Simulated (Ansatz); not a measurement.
Ni₃SnN (anti-perovskite, Pm-3m) at seven volumes, PBEsol (plane waves, PAW; program Ansatz), scaled uniformly. One row is withheld.

| V (Å³/atom) | P (GPa) |
|---|---|
| 10.371 | 23.74 |
| 10.713 | ? |
| 11.055 | 6.57 |
| 11.397 | 0.00 |
| 11.739 | -5.51 |
| 12.081 | -10.11 |
| 12.423 | -13.96 |

Problem. Fit the shown pressures and predict the withheld one.

Solution. Third-order Birch–Murnaghan: P = (3/2)B₀(x^(7/2) − x^(5/2))[1 + (3/4)(B′ − 4)(x − 1)] with x = (V₀/V)^(2/3). Least squares on the six rows gives V₀ = 11.397 Å³/atom, B₀ = 199.8 GPa, B′ = 4.88. At V = 10.713, x = 1.0421 and P = 14.39 GPa. The run itself gave 14.41 GPa.

The workflow started from a Materials Project entry (that database holds measured and hypothetical structures alike); the Crystallography Open Database copy checked does not list it. Whether it is the stable phase at ambient conditions was not checked. The PBEsol relaxation kept the symmetry of its start. At this level the phase is dynamically unstable (imaginary phonons). The run is not spin-polarised. Scalar-relativistic: spin–orbit coupling is off unless named, which matters more the heavier the elements.

Potentials: the later of the program's two PAW sets.
